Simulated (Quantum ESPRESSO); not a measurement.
## Calculated data, ZnInGaSiAs4 (made-up cell)

Computed with Quantum ESPRESSO 7.5. Calculation on a made-up crystal cell, not a measurement: periodic Kohn-Sham density functional theory in plane waves with PseudoDojo standard norm-conserving scalar-relativistic pseudopotentials, each functional with its own files (v0.5 for PBE, v0.4.1 for LDA and PBEsol), no spin polarisation, no spin-orbit coupling, atoms not relaxed, stress positive in tension, energies less a fixed whole-eV offset for each atom's element; levels are Kohn-Sham levels at fractions of this cell's reciprocal vectors, counted from the reference band (half the neutral cell's valence electrons, rounded up) at Gamma; error bars cover cutoff and k-mesh only, not smearing or the files; added strain carries the atoms with the cell, and shear is the tensor component; each bar is the largest change over components, and at least 0.002 eV, 0.002 eV per angstrom or 0.02 GPa; energies are for the whole cell, and the offsets were chosen from early runs and are not element reference energies.

ZnInGaSiAs4 (made-up cell)

```xyz
8
Lattice="6.0623 -0.0096 0.0823 -0.0096 6.0179 -0.0306 0.0823 -0.0306 5.9390" Properties=species:S:1:pos:R:3 ZnInGaSiAs4
Si     0.0431    -0.0112    -0.0603
Ga     0.1551     3.0776     2.9206
Zn     3.1187     0.0322     2.9924
In     2.9740     3.0088     0.1315
As     1.2559     1.5738     1.3662
As     1.5781     4.5638     4.7044
As     4.5921     1.3506     4.5177
As     4.5614     4.5987     1.5658
```

- lattice type: zincblende/diamond
- functional: pbe
- cutoff: 1143 eV
- fermi dirac smearing: 0.1 eV
- scf tolerance: 1e-07 eV
- electrons removed: 0
- k mesh: 6 x 6 x 6, shifted by half a step
- free energy less offsets: 0.07621 eV
- smearing term minus ts: -0.02229 eV
- scf iterations: 10
- pressure: -3.309 GPa
- stress xx: 3.538 GPa
- stress yy: 3.444 GPa
- stress zz: 2.946 GPa
- stress yz: -0.8838 GPa
- stress xz: 1.303 GPa
- stress xy: 0.5535 GPa
- error bar energy: 0.003669 eV
- error bar stress: 0.02 GPa
- error bar force: 0.002857 eV/Å
- error bars from: tighter rerun of a related cell

Atoms:
```tsv
atoms element	atom site	atom energy offset (eV)
Si	1	-115
Ga	2	-2080
Zn	3	-5687
In	4	-1808
As	5	-2887
As	6	-2887
As	7	-2887
As	8	-2887
```

Forces:
```tsv
site	x (eV/Å)	y (eV/Å)	z (eV/Å)
1	-1.516	0.4579	0.5565
2	-1.19	0.2922	0.8407
3	-0.4922	0.0158	0.09097
4	1.155	-0.3538	-0.08422
5	0.6663	-1.55	0.8469
6	-0.1438	0.5417	-2.152
7	0.7628	0.3163	-0.2251
8	0.758	0.2797	0.126
```
